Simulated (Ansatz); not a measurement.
GaAs:
```cif
data_As2Ga2
_chemical_formula_sum 'Ga2 As2'
_space_group_name_H-M_alt 'P 1'
_space_group_IT_number 1
_cell_length_a 3.99314
_cell_length_b 3.99314
_cell_length_c 6.58441
_cell_angle_alpha 90.000
_cell_angle_beta 90.000
_cell_angle_gamma 120.000
loop_
_space_group_symop_operation_xyz
  'x, y, z'
loop_
_atom_site_label
_atom_site_type_symbol
_atom_site_fract_x
_atom_site_fract_y
_atom_site_fract_z
_atom_site_occupancy
Ga1 Ga 0.33333 0.66667 0.00007 1
Ga2 Ga 0.66667 0.33333 0.50007 1
As1 As 0.33333 0.66667 0.37393 1
As2 As 0.66667 0.33333 0.87393 1
```

Relaxed with r²SCAN.

Task: Tabulate the valence density and the electron localisation function along the shortest Ga–As contact (2.45 Å), the program Ansatz at the r²SCAN level (PAW).

Result: 

```csv
distance from Ga (Å),density (e/Å³),ELF
0.25,26.67,0.01
0.37,12.46,0.02
0.49,4.78,0.07
0.61,1.84,0.14
0.74,0.91,0.23
0.86,0.60,0.30
0.98,0.50,0.40
1.10,0.48,0.59
1.23,0.51,0.75
1.35,0.56,0.81
1.47,0.66,0.79
1.59,0.78,0.74
1.72,1.08,0.65
1.84,2.25,0.49
1.96,5.96,0.28
2.08,14.38,0.12
2.21,27.43,0.07
```

The density is the valence pseudo-density with augmentation charge, so density and ELF within about 1 Å of a nucleus are not all-electron values.

Space group P6_3mc (wurtzite). The workflow started from a Materials Project entry (that database holds measured and hypothetical structures alike); the Crystallography Open Database copy checked does not list it. It is not the phase usual at ambient conditions (space group No. 216). The r²SCAN relaxation kept the symmetry of its start; whether a distortion lowers the energy is not shown.

Potentials: the earlier of the program's two PAW sets. The files were generated under PBE; for other functionals the program regenerates the frozen cores, and for LDA and PBEsol the local potential too.
